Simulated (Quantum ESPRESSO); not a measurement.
CdSe is taken in the cubic space group F-43m (No. 216), the zinc blende structure, Pearson symbol cF8. Lattice parameters: a = b = c = 6.040 Å, α = β = γ = 90.00°. Se on 4a sees 4 Cd at 2.616 Å (tetrahedral). Cd on 4c is surrounded by 4 Se at 2.616 Å (tetrahedral). (Neighbours: up to the widest gap in distance over summed covalent radii, below 1.35, at either atom; cation-cation contacts left out.)
(The calculation used a cell of 2 atoms; values per cell refer to that cell.)

The PBEsol cell relaxed from Materials Project entry mp-2691 was given an isotropic strain of -0.7 % on all lattice vectors, and the atoms were relaxed again.

Q: What does PBEsol (pw.x of Quantum ESPRESSO, ONCV potentials, no spin-orbit coupling) give for the electronic structure near the Fermi level?

A: The PBEsol gap is direct, 0.52 eV at Γ. Spin-orbit splittings are left out.
